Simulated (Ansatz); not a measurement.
Cu Kα1 powder pattern (kinematic, no thermal factors).
```
2θ (°)  relative intensity
 32.03                  36
 32.18                 100
 37.28                  64
 44.67                   1
 53.65                  26
 53.85                  27
 63.86                  14
 64.04                  30
 64.13                  15
 66.97                   4
 67.32                  12
 79.47                   8
 88.02                   7
 88.25                   6
 88.49                  13
```

The pattern is computed from a structure relaxed with DFT PBE, scalar-relativistic, plane waves, PAW (Ansatz). No spin polarisation. Its elements are Hf, N, Ta.

**Question.** Give the structure.

**Answer.** Hf₂TaN₂.
Space group P-3m1 (No. 164). a = 3.402 Å, b = 3.402 Å, c = 8.377 Å, α = 90.00°, β = 90.00°, γ = 120.00°
```json
{"atom": "Hf", "site": "2d", "symmetry": "3m.", "x": "0.6667", "y": "0.3333", "z": "0.6742"}
{"atom": "Ta", "site": "1a", "symmetry": "-3m.", "x": "0.0000", "y": "0.0000", "z": "0.0000"}
{"atom": "N", "site": "2d", "symmetry": "3m.", "x": "0.6667", "y": "0.3333", "z": "0.3884"}
```

A pattern alone doesn't exclude other cells with like lines; this is the one computed.

Another cell of Hf2TaN2 relaxed alike, in R-3m, lies 0.31 eV/atom lower, so this cell isn't the stable form at this level.

The cell was found from a structure generator's guess, not taken from experiment.
